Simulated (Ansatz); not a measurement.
## Sb, one cell by several methods

```
CELL_PARAMETERS angstrom
2.15060 1.24165 3.63168
-2.15060 1.24165 3.63168
0.00000 -2.48330 3.63168
ATOMIC_POSITIONS crystal
Sb 0.23364 0.23364 0.23364
Sb 0.76636 0.76636 0.76636
```

Atom numbers follow the list: Sb1, Sb2.

The structure is an experimental refinement, used without relaxation. The listed cell was then made from it by scaling, straining or moving an atom.

No spin–orbit coupling, which matters for the heavy atoms here.

Methods: DFT, PBEsol, PAW with Ansatz's default frozen-core files, scalar-relativistic (Ansatz 0.2.0); DFT, PBEsol, all-electron LAPW, scalar-relativistic (Ansatz 0.2.0).

For PAW: a Γ-centred 9×9×9 k mesh, Fermi–Dirac smearing of 0.05 eV, cutoff 420 eV, no spin polarisation; the PAW files were made with PBE, and the program remakes their frozen cores for this functional. LAPW targets a basis error of 0.5 meV/atom. The Ansatz runs share mesh, smearing and spin set-up. Plane-wave (PAW) pressures include the program's estimate of the Pulay term.

Stress and pressure are positive in compression.

PAW results:

```json
{"quantity": "pressure (GPa)", "PAW": "2.09"}
{"quantity": "stress xx (GPa)", "PAW": "1.96"}
{"quantity": "stress zz (GPa)", "PAW": "2.37"}
{"quantity": "force on Sb1, z (eV/Å)", "PAW": "0.333"}
```

**Question.** What does all-electron LAPW give for the same quantities?

**Answer.** 
| quantity | LAPW |
| --- | --- |
| pressure (GPa) | 2.11 |
| stress xx (GPa) | 1.97 |
| stress zz (GPa) | 2.38 |
| force on Sb1, z (eV/Å) | 0.333 |
